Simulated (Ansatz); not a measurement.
Te (trigonal-Te type, space group P3_121)

```
CELL_PARAMETERS angstrom
      4.62355     0.00000     0.00000
     -2.31177     4.00411     0.00000
      0.00000     0.00000     5.90437
ATOMIC_POSITIONS crystal
  Te 0.25344 0.00000 0.33333
  Te 0.00000 0.25344 0.66667
  Te 0.74656 0.74656 0.00000
```

In this cell atom 2 (Te, nearest neighbour Te at 2.827 Å; its periodic images, 4.6 Å or more away, move with it) is moved by s towards the nearest neighbour, unit vector (0.622, -0.359, -0.696); all other atoms and the cell stay fixed.

Level of theory: r2SCAN (plane waves to 500 eV, PAW, scalar-relativistic; Ansatz, a first-principles code). k mesh 7×7×5 (Γ-centred), Fermi-Dirac smearing 0.05 eV. The energy includes the smearing's −TS. Left out: 1 of 11 points, with atoms too close for the PAW data. As the smearing reaches across the gap at some points, energies and forces of such displacements shift with the k mesh and the smearing. Spin-orbit coupling is left out, though Te is heavy. Te was relaxed with its symmetry unable to fall. The PAW data are Ansatz's earlier set. ΔE is measured from the undisplaced structure. The last digit holds for this mesh only.

| s (Å) | ΔE (meV/cell) |
|---|---|
| -0.850 | 687.4 |
| -0.680 | 490.6 |
| -0.510 | 331.5 |
| -0.340 | 187.5 |
| -0.170 | 60.2 |
| 0.000 | 0.0 |
| 0.170 | 95.8 |
| 0.340 | 492.9 |
| 0.510 | 1451.6 |
| 0.680 | 3447.9 |

Question: What force constant k = d²E/ds² at s = 0 does the table give?

Answer: 5.2 eV/Å². It is the second difference of the nearest points, corrected with the next pair.

Question: With k = 5.22 eV/Å² from the forces, is the well harmonic out to s = 0.680 Å?

Answer: ½ks² = 1207 meV/cell against the computed 3448 meV/cell, so the well is stiffer than harmonic there.

(For displaced atoms, the force is minus the slope of the energy, and its curvature is a force constant, which sets phonon frequencies.)
